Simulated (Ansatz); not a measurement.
# Computed scan of one atom of the cell: Ni (fcc, Cu type)

Ni (fcc, Cu type)

```xyz
4
Lattice="3.5184 0.0000 0.0000 0.0000 3.5184 0.0000 0.0000 0.0000 3.5184" Properties=species:S:1:pos:R:3 pbc="T T T"
Ni     0.0000     0.0000     0.0000
Ni     1.7592     1.7592     0.0000
Ni     1.7592     0.0000     1.7592
Ni     0.0000     1.7592     1.7592
```

Scan: atom 4 (Ni, nearest neighbour Ni at 2.488 Å; its periodic images, 3.5 Å or more away, move with it) is displaced along Cartesian z, direction (0.000, 0.000, 1.000) in Cartesian axes, by s. The other atoms stay.

Level of theory: PBE (plane waves to 420 eV, PAW, scalar-relativistic; Ansatz, a program for electronic structure). k mesh 11×11×11 (Γ-centred), Fermi-Dirac smearing 0.05 eV. The energy includes the smearing's −TS. Stress and pressure are positive under compression. With partly filled bands, energies and forces of such displacements shift with the k mesh and the smearing. F∥ is the force on the atom along that direction. On this mesh the relaxed cell isn't quite at rest: it carries a pressure of 0.1 GPa (compression positive) at the zero of the scan. Ni was relaxed with its symmetry unable to fall. Relaxed Ni ends ferromagnetic. Other magnetic orders were not checked, so this need not be the ground state. The zero of ΔE is the undisplaced structure.

| s (Å) | ΔE (meV/cell) | P (GPa) | F∥ (eV/Å) | moment (μB/cell) |
|---|---|---|---|---|
| -0.250 | 294 | 3.8 | 2.403 | 2.56 |
| -0.200 | 187 | 2.5 | 1.895 | 2.57 |
| -0.150 | 104 | 1.4 | 1.405 | 2.57 |
| -0.100 | 46 | 0.7 | 0.927 | 2.57 |
| -0.050 | 11 | 0.3 | 0.461 | 2.57 |
| 0.000 | 0 | 0.1 | 0.000 | 2.57 |
| 0.050 | 11 | 0.3 | -0.461 | 2.57 |
| 0.100 | 46 | 0.7 | -0.927 | 2.57 |
| 0.150 | 104 | 1.4 | -1.405 | 2.57 |
| 0.200 | 187 | 2.5 | -1.895 | 2.57 |
| 0.250 | 294 | 3.8 | -2.403 | 2.56 |

What the scan shows:

- Energy at s = 0.250 Å = 294 meV/cell
- Force along the line at s = -0.250 Å = 2.40 eV/Å
- Symmetry of the curve = even: the same for both signs
- Shape of the curve = a single well with its minimum at or next to zero displacement
- Force constant k = d²E/ds² at s = 0 (finite differences) = 9.19 eV/Å²
- Harmonic estimate at the end of the scan = ½ks² = 287 meV/cell against the computed 294 meV/cell, so the well is close to harmonic there

(For displaced atoms, the force is minus the slope of the energy, and its curvature is a force constant, which sets phonon frequencies.)
